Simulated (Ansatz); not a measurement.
Input:

GePd:
```
CELL_PARAMETERS angstrom
      3.70972     0.00000     0.00000
     -1.85486     3.21271     0.00000
      0.00000     0.00000     5.80855
ATOMIC_POSITIONS crystal
  Pd 0.00000 0.00000 0.00000
  Pd 0.00000 0.00000 0.50000
  Ge 0.33333 0.66667 0.25000
  Ge 0.66667 0.33333 0.75000
```

This is the PBE-relaxed structure.

### Question
All from plane-wave PAW PBE (Ansatz code), unless another level is named. Estimate the electronic character.

### Answer
metallic (no gap).

### Question
What about the density of states at the Fermi level?

### Answer
0.42 states/eV per atom (mean over ±0.08 eV).

### Question
Next, the formation energy from the elements (no fitted shifts)?

### Answer
-0.36 eV/atom.

Space group P6_3/mmc (NiAs type). The cell is a constructed one: a structure type filled with these elements; neither database checked (COD, Materials Project) lists it. COD files the formula under space group No. 62, so this cell is another polymorph or a model. Whether it is the stable phase at ambient conditions was not checked. The cell was relaxed with PBE under the symmetry of its start; whether a distortion lowers the energy is not shown. The run is not spin-polarised. The references are the lowest solids computed at this level, not always the standard phases. Scalar-relativistic: spin–orbit coupling is off unless named, which matters more the heavier the elements.

Potentials: the later of the program's two PAW sets.
